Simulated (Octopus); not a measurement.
TiB$_{2}$ (P6/mmm, No. 191): Octopus summary

TiB2 (P6/mmm, No. 191):
```
TiB2
1.0
    3.02593     0.00000     0.00000
   -1.51296     2.62053     0.00000
    0.00000     0.00000     3.22877
Ti B
1 2
Direct
  0.00000   0.00000   0.00000
  0.33333   0.66667   0.50000
  0.66667   0.33333   0.50000
```
The cell is a database entry, not relaxed again.

All numbers are Octopus results at the level LDA (grid spacing about 0.16 Å, Γ-centred 12×12×10 k-mesh, Fermi-Dirac smearing of 0.1 eV, no spin polarisation; PseudoDojo 0.4 LDA potentials), not measurements.

**Question.** What band gap does LDA give on the standard high-symmetry path?

**Answer.** none: the highest band that would be full and the next one overlap by 0.6 eV.
